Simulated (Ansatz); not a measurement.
One compound in many structure types

Relaxing one composition in several structure types shows which are competitive, which pressure would favour, and how volume and gap change with structure.

The yardstick is WSi, NbAs type, I4₁md. The reference is the lowest phase computed, which need not be the stable form in nature.

Data:

Methods, by column (Ansatz, a plane-wave PAW program): energy: PBE, total energy at 0 K with the change to a 700 eV cutoff added (comparable within one formula alone); volume per atom: PBE, relaxed cell; gap: PBE; bulk modulus: PBE, equation-of-state fit.

The figures follow from the printed values by these rules: ΔE = E − E_ref; ΔV = V − V_ref; temperature scale ΔE/k_B = 11.605 K/meV × ΔE.

```
crystal                           E (eV/atom)  V (Å³/atom)  gap (eV)  B₀ (GPa)  ΔE (meV/atom)  ΔV (Å³/atom)  ΔE/k_B (K)
--------------------------------  -----------  -----------  --------  --------  -------------  ------------  ----------
WSi, WC type, P-6m2                 −5510.397        15.05      0.00       209           22.0         −0.14         260
WSi, NiAs type                      −5510.401        15.00      0.00       210           18.0         −0.19         210
WSi, CsCl type                      −5510.186        14.28      0.00       233          233.0         −0.91        2700
WSi, CoSn type, P6/mmm              −5510.156        17.53      0.00       188          263.0          2.34        3100
WSi, CrB type, Cmcm                 −5510.385        14.40      0.00       220           34.0         −0.79         390
WSi, NbAs type, I4₁md, reference    −5510.419        15.19      0.00       213            0.0          0.00           0
```

Started from generated or typed cells, with no claim that the phase is known: WSi, WC type, P-6m2; WSi, NiAs type; WSi, CsCl type; WSi, CoSn type, P6/mmm; WSi, CrB type, Cmcm; WSi, NbAs type, I4₁md. No gap (0.00) means none at this level, which can close a small real gap. Spin–orbit coupling is left out unless named.

Worked example:

Worked for WSi, WC type, P-6m2:

1. ΔE = 1000 × (−5510.397 − (−5510.419)) = 22.0 meV/atom
2. ΔV = 15.05 − 15.19 = −0.14 Å³/atom
3. ΔE/k_B: 11.605 × 22.0 = 260 K

Result:

By ΔE (lowest first): WSi, NbAs type, I4₁md (0.0 ± 5.0), WSi, NiAs type (18.0 ± 5.0) ≈ WSi, WC type, P-6m2 (22.0 ± 5.0), WSi, CrB type, Cmcm (34.0 ± 5.0), WSi, CsCl type (233.0 ± 5.0), WSi, CoSn type, P6/mmm (263.0 ± 5.0). The ± follows from allowances picked for this note (energy 0.004 eV/atom, 3 meV/atom on the figure itself), carried to first order and added in quadrature, each row's own inputs moving alone; ≈ joins neighbours closer than their two ± added in quadrature.

Denser than the reference, so favoured by pressure; with fixed volumes the enthalpies cross at P ≈ 0.1602 ΔE/|ΔV|: WSi, CrB type, Cmcm 0.1602 × 34.0/0.79 = 6.9 GPa, WSi, NiAs type 0.1602 × 18.0/0.19 = 15 GPa, WSi, CsCl type 0.1602 × 233.0/0.91 = 41 GPa. Each is against the reference alone, so another phase may come first, and differences in compressibility move them.

Caveats:

Vibrational free energy is left out, and phases that were not computed could lie lower. Rows are a sample of the computed phases of this formula. Limits of the draw: a spread of over 30 meV/atom, none over 0.9 eV/atom above the reference, within 8 meV/atom of the lowest or within 3 meV/atom of a neighbour. As a rule kept out of such tables: 4f compounds, open-shell compounds run without a Hubbard term, cells found unstable in the tests at hand, cells close to a higher symmetry, and runs set to a pressure or over 12 % in volume from the crystal's fullest run.
